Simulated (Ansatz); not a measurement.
Y20Si12C:
```xyz
33
Lattice="6.4258 0.0000 0.0000 0.0000 14.6422 0.0000 -0.0036 0.0000 8.4578" Properties=species:S:1:pos:R:3 pbc="T T T"
Y      3.2111     9.7062     4.2289
Y      3.2111     4.9360     4.2289
Y      3.2129     2.5010     0.0000
Y      3.2129    12.1411     0.0000
Y      0.0000    12.2660     0.0000
Y      0.0000     2.3762     0.0000
Y     -0.0018     4.8134     4.2289
Y     -0.0018     9.8288     4.2289
Y      1.5776     7.3211     2.0612
Y      4.8446     7.3211     6.3966
Y      1.7625     0.0000     6.2175
Y      4.6597     0.0000     2.2403
Y      1.5876     9.0994     7.4311
Y      4.8346     5.5428     1.0267
Y      4.8346     9.0994     1.0267
Y      1.5876     5.5428     7.4311
Y      1.7543     1.7221     3.2314
Y      4.6679    12.9201     5.2263
Y      4.6679     1.7221     5.2263
Y      1.7543    12.9201     3.2314
Si     1.6881     0.0000     0.8536
Si     4.7341     0.0000     7.6042
Si     1.5502     7.3211     5.1191
Si     4.8720     7.3211     3.3387
Si     1.6476    11.7194     5.9141
Si     4.7746     2.9227     2.5437
Si     4.7746    11.7194     2.5437
Si     1.6476     2.9227     5.9141
Si     1.5815     4.4396     1.6668
Si     4.8407    10.2025     6.7910
Si     4.8407     4.4396     6.7910
Si     1.5815    10.2025     1.6668
C      3.2111     0.0000     4.2289
```

Relaxed with r²SCAN. Special points in fractions of this cell's reciprocal vectors: Γ (0.000, 0.000, 0.000); Z (0.000, 0.500, 0.000); D (0.000, 0.500, 0.500); B (0.000, 0.000, 0.500); A (-0.500, 0.000, 0.500); E (-0.500, 0.500, 0.500); C2 (-0.500, 0.500, 0.000); Y2 (-0.500, 0.000, 0.000).

Problem. List the band energies nearest the Fermi level at these points for plane-wave PAW r²SCAN (Ansatz code).

Solution. In eV from the Fermi level; about four levels below and three above (degenerate sets whole), none deeper than 8.9 eV; points with the same levels are listed once.

| k | below | above |
|---|---|---|
| Γ | -0.22 -0.21 -0.21 -0.07 | 0.38 0.51 0.52 |
| Z | -0.22 -0.21 -0.19 -0.18 | 0.01 0.22 0.28 |
| D | -0.43 -0.26 -0.25 -0.19 | 0.39 0.43 0.50 |
| B | -0.21 -0.21 -0.10 -0.01 | 0.22 0.49 0.61 0.61 |
| A | -0.78 -0.74 -0.38 -0.26 | 0.14 0.25 0.25 |
| E | -0.76 -0.76 -0.34 -0.27 | 0.25 0.25 0.32 |
| C2 | -0.81 -0.79 -0.62 -0.47 | 0.08 0.11 0.12 |
| Y2 | -0.56 -0.51 -0.01 0.00 | 0.15 0.18 0.21 |

Space group P2/m. The workflow started from a Materials Project entry (that database holds measured and hypothetical structures alike); the Crystallography Open Database copy checked does not list it. Whether it is the stable phase at ambient conditions was not checked. Symmetry was held in the r²SCAN relaxation; its stability against distortions is not shown here. The run is not spin-polarised. Spin–orbit coupling is left out wherever it is not named.

Potentials: the later of the program's two PAW sets.
